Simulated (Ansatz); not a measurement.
Below is a relaxed structure of Ta3AlN4. The cell was found from a structure generator's guess, not taken from experiment.

All numbers below come from DFT PBE, scalar-relativistic, plane waves, PAW in Ansatz. Cutoff 420 eV, Γ-centred mesh, Gaussian smearing, no spin polarisation.

```
Ta Al N
1.0
     3.08082    0.00000    0.00000
     0.00000    3.08082    0.00000
     0.00000    0.00000    8.74526
Ta Al N
3 1 4
Direct
  0.00000 0.00000 0.75557
  0.50000 0.50000 0.00000
  0.00000 0.00000 0.24443
  0.50000 0.50000 0.50000
  0.00000 0.00000 0.00000
  0.50000 0.50000 0.27082
  0.00000 0.00000 0.50000
  0.50000 0.50000 0.72918
```

Formation energies are uncorrected and refer to the elements' standard structures at the same level (N₂ as a molecule).

Question: Find its symmetry and describe it.

Answer: P4/mmm (No. 123), with Ta and Al ordered on rock salt sites. Conventional cell: a = 3.081 Å, c = 8.745 Å. Ta on a site of symmetry 4mm is surrounded by 6 N at 2.14–2.24 Å, 8 Ta at 3.05–3.08 Å and 4 Al at 3.12 Å; Ta on a site of symmetry 4/mmm is surrounded by 4 N at 2.18 Å, 2 N at 2.37 Å and 12 Ta at 3.05–3.08 Å; around Al lie 2 N at 2.00 Å, 4 N at 2.18 Å, 4 Al at 3.08 Å and 8 Ta at 3.12 Å; around N on a site of symmetry 4/mmm lie 6 Ta at 2.14–2.18 Å; 2 more sites not described.

Question: How far does it lie from the elements in energy?

Answer: −0.84 eV/atom.

Question: Is it a metal?

Answer: Yes, bands cross the Fermi level on the 12×12×4 mesh.

The last run used a 12×12×4 mesh (in the run's order of axes) for its 8-atom cell and Gaussian smearing of 0.10 eV. These runs have no spin–orbit coupling, which can matter for Ta. Symmetry constrained the relaxation, so the result can be a saddle point. Another cell of Ta3AlN4 relaxed alike, in Pmmm, lies 22 meV/atom lower, so this cell isn't the stable form at this level.
